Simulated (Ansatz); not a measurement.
WS₂ (2H-MoS2 type, space group P6_3/mmc)

```yaml
crystal:
  lattice:
    - [3.15408, 0.00000, 0.00000]
    - [-1.57704, 2.73152, 0.00000]
    - [0.00000, 0.00000, 12.13731]
  atoms:
    - { symbol: W, position: [0.33333, 0.66667, 0.25000] }
    - { symbol: W, position: [0.66667, 0.33333, 0.75000] }
    - { symbol: S, position: [0.33333, 0.66667, 0.62026] }
    - { symbol: S, position: [0.66667, 0.33333, 0.12026] }
    - { symbol: S, position: [0.66667, 0.33333, 0.37974] }
    - { symbol: S, position: [0.33333, 0.66667, 0.87974] }
```

The volume is varied about the relaxed value V₀ at fixed cell shape. The atoms relax within the cell's symmetry.

Level of theory: PBE-D3(BJ) (plane waves to 420 eV, PAW, scalar-relativistic; Ansatz, an electronic-structure program). k mesh 12×12×3 (Γ-centred), Fermi-Dirac smearing 0.05 eV. Stress and pressure are positive under compression. Spin-orbit coupling is left out, though W is heavy. WS2 is run without spin polarisation. WS2 was relaxed with its symmetry unable to fall.

At one point of the scan the stress tensor (GPa) is:

```
  -12.2      0.0      0.0
    0.0    -12.2      0.0
    0.0      0.0     -2.0
```

Which point is it?
(A) V/V₀ = 1.160
(B) V/V₀ = 1.080
(C) V/V₀ = 1.027
(D) V/V₀ = 1.107

A, V/V₀ = 1.160

(Under strain, the slope of the energy per volume gives the stress and its curvature an elastic modulus.)
